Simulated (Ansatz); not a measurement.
Each is relaxed and computed with DFT-LDA in the program Ansatz with PAW potentials. Which alone has a direct gap?
A) BP, zinc blende
B) CdS, zinc blende
C) BeS, zinc blende
D) PbS, P4/nmm (Pb on 2c, S on 2a)

B, CdS, zinc blende. CdS: gap 0.95 eV (direct); BeS: gap 2.82 eV (indirect); BP: gap 1.14 eV (indirect); PbS: gap 0.31 eV (indirect). Constructed cells (a structure type filled with these elements, in neither database checked): PbS, P4/nmm (Pb on 2c, S on 2a). Not the usual ambient phase: PbS, P4/nmm (Pb on 2c, S on 2a). Weakly bound layers, chains or molecules computed without a dispersion correction, so cells and soft constants are ill determined: PbS, P4/nmm (Pb on 2c, S on 2a). Unstable at this level: PbS, P4/nmm (Pb on 2c, S on 2a). All cells were relaxed under the symmetry of their starts (and spin orders); stability against distortions was not tested throughout. Spin–orbit coupling is left out wherever it is not named.

Potentials: the later of the program's two PAW sets.
